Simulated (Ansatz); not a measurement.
Data:

MgAl$_{2}$Ge$_{2}$:
```
MgAl2Ge2
1.0
    4.09325     0.00000     0.00000
   -2.04663     3.54486     0.00000
    0.00000     0.00000     6.77005
Mg Al Ge
1 2 2
Direct
  0.00000   0.00000   0.00000
  0.66667   0.33333   0.36803
  0.33333   0.66667   0.63197
  0.66667   0.33333   0.75698
  0.33333   0.66667   0.24302
```

This is the r²SCAN-relaxed structure.

Problem. All from DFT-r²SCAN in the program Ansatz with PAW potentials, unless another level is named. Estimate the electronic character.

Solution. metallic (no gap).

Problem. Next, the density of states at the Fermi level?

Solution. 0.06 states/eV per atom (mean over ±0.08 eV).

Problem. Next, the formation energy from the elements (no fitted shifts)?

Solution. -0.13 eV/atom.

Space group P-3m1. The workflow started from a Materials Project entry (that database holds measured and hypothetical structures alike); the Crystallography Open Database copy checked does not list it. Its standing as an ambient phase is unchecked. Symmetry was held in the r²SCAN relaxation; whether a distortion lowers the energy is not shown. The references are the lowest solids computed at this level, not always the standard phases. Scalar-relativistic: spin–orbit coupling is off unless named, which matters more the heavier the elements.

Potentials: the earlier of the program's two PAW sets.
